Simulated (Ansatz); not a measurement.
Values for one crystal, relaxed and computed with r²SCAN (plane waves, PAW; program Ansatz); other levels are named.

```yaml
volume_per_atom: 11.24 Å³
electronic_character: metallic (no gap)
Elastic constants (relaxed ions, GPa): C11 = 334, C12 = 131, C44 = 163
debye_temperature_from_the_elastic_constants: 679 K
Bulk modulus (Birch–Murnaghan fit): 198 GPa
Pressure derivative B′: 4.2
Young's modulus: 331 GPa
```

Q: Which compound is it?
A) TiAl, CsCl type
B) AlCo, CsCl type
C) Al2Cu, I4/mcm (Cu on 4a, Al on 8h)
D) TiAl, L1₀ or tetragonal B2

A: B, AlCo, CsCl type

Space group Pm-3m (CsCl type). Symmetry was held in the r²SCAN relaxation. No spin polarisation was allowed. As this level gives no gap, shear constants depend on the k-mesh and smearing (Fermi–Dirac, 0.1 eV here).

Potentials: the earlier of the program's two PAW sets.
